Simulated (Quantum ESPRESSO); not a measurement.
# Ga2InAlP4: input and log of a self-consistent run

Simulated, not a measurement. The program is pw.x of Quantum ESPRESSO 7.5 (plane-wave density functional theory). The cell is made up: 8 atoms on a zincblende/diamond lattice, with randomly drawn elements, strain and displacements, not relaxed. PseudoDojo standard norm-conserving files (v0.5 for PBE, v0.4.1 for LDA and PBEsol) set the functional; there is no spin polarisation, spin-orbit coupling or dispersion term, and the masses in the input are unused placeholders.

Input:

```
&control calculation='scf', pseudo_dir='./dojo.nc.sr.pbe.v0_5.standard.upf', outdir='./o', disk_io='low', tprnfor=.true., tstress=.true. /
&system ibrav=0, nat=8, ntyp=4, nbnd=37, ecutwfc=79.96652505, nosym=.true., tot_charge=0,
 occupations='smearing', smearing='fd', degauss=0.0018374661
/
&electrons conv_thr=7.350e-09, electron_maxstep=60, /
ATOMIC_SPECIES
Al 1.0 Al.upf
Ga 1.0 Ga.upf
In 1.0 In.upf
P 1.0 P.upf
CELL_PARAMETERS angstrom
5.654 0.0 0.0
0.0 5.654 0.0
0.0 0.0 5.7735
ATOMIC_POSITIONS angstrom
Ga -0.1472 0.0165 0.0531
In -0.0548 2.8926 2.8651
Ga 2.7946 -0.0148 2.8204
Al 2.86 2.7841 -0.0045
P 1.3123 1.3949 1.5015
P 1.4027 4.2729 4.263
P 4.1857 1.3161 4.4058
P 4.2966 4.0499 1.4848
K_POINTS automatic
4 4 4 1 1 1
```

The log is shortened where brackets say so; the opening notice, blank lines, dates and the lines on written files are dropped, and the path of the files is cut. It prints rydbergs, bohrs and kilobars, and counts compression as positive stress.

```
     Program PWSCF v.7.5
     Parallel version (MPI & OpenMP), running on       4 processor cores
     Number of MPI processes:                 4
     Threads/MPI process:                     1
     [start-up lines left out]
     bravais-lattice index     =            0
     lattice parameter (alat)  =      10.6845  a.u.
     unit-cell volume          =    1245.5105 (a.u.)^3
     number of atoms/cell      =            8
     number of atomic types    =            4
     number of electrons       =        62.00
     number of Kohn-Sham states=           37
     kinetic-energy cutoff     =      79.9665  Ry
     charge density cutoff     =     319.8661  Ry
     scf convergence threshold =      7.3E-09
     mixing beta               =       0.7000
     number of iterations used =            8  plain     mixing
     Exchange-correlation= PBE
                           (   1   4   3   4   0   0   0)
     [axes and pseudopotential details left out]
   Cartesian axes
     site n.     atom                  positions (alat units)
         1        Ga     tau(   1) = (  -0.0260347   0.0029183   0.0093916  )
         2        In     tau(   2) = (  -0.0096923   0.5116024   0.5067386  )
         3        Ga     tau(   3) = (   0.4942695  -0.0026176   0.4988327  )
         4        Al     tau(   4) = (   0.5058366   0.4924125  -0.0007959  )
         5        P      tau(   5) = (   0.2321012   0.2467103   0.2655642  )
         6        P      tau(   6) = (   0.2480898   0.7557305   0.7539795  )
         7        P      tau(   7) = (   0.7403077   0.2327733   0.7792359  )
         8        P      tau(   8) = (   0.7599222   0.7162894   0.2626105  )
     number of k points=    32  Fermi-Dirac smearing, width (Ry)=  0.0018
                       cart. coord. in units 2pi/alat
        k(    1) = (   0.1250000   0.1250000   0.1224127), wk =   0.0625000
        k(    2) = (   0.1250000   0.1250000   0.3672382), wk =   0.0625000
     [further k points left out]
     Dense  grid:   120283 G-vectors     FFT dimensions: (  64,  64,  64)
     Estimated max dynamical RAM per process >     228.53 MB
     Estimated total dynamical RAM >     826.03 MB
     Initial potential from superposition of free atoms
     starting charge      61.9877, renormalised to      62.0000
     Starting wfcs are   47 randomized atomic wfcs
     total cpu time spent up to now is        4.1 secs
     per-process dynamical memory:   169.1 Mb
     Self-consistent Calculation
     iteration #  1     ecut=    79.97 Ry     beta= 0.70
     Davidson diagonalization with overlap
     ethr =  1.00E-02,  avg # of iterations =  4.0
     Threshold (ethr) on eigenvalues was too large:
     Diagonalizing with lowered threshold
     Davidson diagonalization with overlap
     ethr =  5.57E-04,  avg # of iterations =  2.0
     total cpu time spent up to now is       16.4 secs
     total energy              =    -498.87382615 Ry
     estimated scf accuracy    <       0.35111932 Ry
     iteration #  2     ecut=    79.97 Ry     beta= 0.70
     Davidson diagonalization with overlap
     ethr =  5.66E-04,  avg # of iterations =  2.2
     total cpu time spent up to now is       22.9 secs
     total energy              =    -498.96171213 Ry
     estimated scf accuracy    <       0.09251662 Ry
     iteration #  3     ecut=    79.97 Ry     beta= 0.70
     Davidson diagonalization with overlap
     ethr =  1.49E-04,  avg # of iterations =  2.8
     total cpu time spent up to now is       29.1 secs
     total energy              =    -498.97823456 Ry
     estimated scf accuracy    <       0.00381663 Ry
     iteration #  4     ecut=    79.97 Ry     beta= 0.70
     Davidson diagonalization with overlap
     ethr =  6.16E-06,  avg # of iterations =  9.9
     total cpu time spent up to now is       38.7 secs
     total energy              =    -498.97909847 Ry
     estimated scf accuracy    <       0.00202030 Ry
     iteration #  5     ecut=    79.97 Ry     beta= 0.70
     Davidson diagonalization with overlap
     ethr =  3.26E-06,  avg # of iterations =  2.2
     total cpu time spent up to now is       44.6 secs
     total energy              =    -498.97943285 Ry
     estimated scf accuracy    <       0.00015232 Ry
     iteration #  6     ecut=    79.97 Ry     beta= 0.70
     Davidson diagonalization with overlap
     ethr =  2.46E-07,  avg # of iterations =  3.7
     total cpu time spent up to now is       51.1 secs
     total energy              =    -498.97946040 Ry
     estimated scf accuracy    <       0.00001737 Ry
     iteration #  7     ecut=    79.97 Ry     beta= 0.70
     Davidson diagonalization with overlap
     ethr =  2.80E-08,  avg # of iterations =  3.8
     total cpu time spent up to now is       57.9 secs
     total energy              =    -498.97946631 Ry
     estimated scf accuracy    <       0.00000142 Ry
     iteration #  8     ecut=    79.97 Ry     beta= 0.70
     Davidson diagonalization with overlap
     ethr =  2.29E-09,  avg # of iterations =  2.9
     total cpu time spent up to now is       64.5 secs
     total energy              =    -498.97946667 Ry
     estimated scf accuracy    <       0.00000023 Ry
     iteration #  9     ecut=    79.97 Ry     beta= 0.70
     Davidson diagonalization with overlap
     ethr =  3.75E-10,  avg # of iterations =  3.0
     total cpu time spent up to now is       71.0 secs
     total energy              =    -498.97946674 Ry
     estimated scf accuracy    <       0.00000001 Ry
     iteration # 10     ecut=    79.97 Ry     beta= 0.70
     Davidson diagonalization with overlap
     ethr =  1.68E-11,  avg # of iterations =  4.2
     total cpu time spent up to now is       78.9 secs
     End of self-consistent calculation
     [lines on levels left out]
!    total energy              =    -498.97946675 Ry
     estimated scf accuracy    <          3.2E-09 Ry
     smearing contrib. (-TS)   =      -0.00000000 Ry
     internal energy E=F+TS    =    -498.97946675 Ry
     The total energy is F=E-TS. E is the sum of the following terms:
     one-electron contribution =    -242.70751163 Ry
     hartree contribution      =     162.38151642 Ry
     xc contribution           =    -142.31861404 Ry
     ewald contribution        =    -276.33485750 Ry
     convergence has been achieved in  10 iterations
     Forces acting on atoms (cartesian axes, Ry/au):
     atom    1 type  2   force =     0.03943701   -0.02603823    0.00229714
     atom    2 type  3   force =     0.05829161   -0.08202653    0.10592661
     atom    3 type  2   force =     0.00099941   -0.00979316    0.00976353
     atom    4 type  1   force =    -0.03590599   -0.00148835   -0.00176873
     atom    5 type  4   force =     0.05085625   -0.02848221   -0.05510281
     atom    6 type  4   force =     0.03156733    0.01846814    0.06509570
     atom    7 type  4   force =    -0.02260120    0.00718550   -0.01560717
     atom    8 type  4   force =    -0.12264441    0.12217485   -0.11060427
     Total force =     0.282999     Total SCF correction =     0.000148
     Computing stress (Cartesian axis) and pressure
          total   stress  (Ry/bohr**3)                   (kbar)     P=       -4.19
   0.00000269  -0.00014854   0.00020055            0.40      -21.85       29.50
  -0.00014854  -0.00002472  -0.00007707          -21.85       -3.64      -11.34
   0.00020055  -0.00007707  -0.00006339           29.50      -11.34       -9.32
     init_run     :      3.77s CPU      3.90s WALL (       1 calls)
     electrons    :     74.40s CPU     74.79s WALL (       1 calls)
     forces       :      1.11s CPU      1.14s WALL (       1 calls)
     stress       :      3.70s CPU      3.81s WALL (       1 calls)
     [timing details left out]
     PWSCF        :   1m23.21s CPU   1m23.93s WALL
     JOB DONE.
```

In other units: free energy -6788.961 eV for the cell, pressure -0.42 GPa, largest force component 3.153 eV/Å. A rerun of the same cell at another strain at 1377 eV and a 6 x 6 x 6 mesh moved values by no more than 0.008 eV in energy, 0.02 GPa in stress and 0.002 eV/Å in force.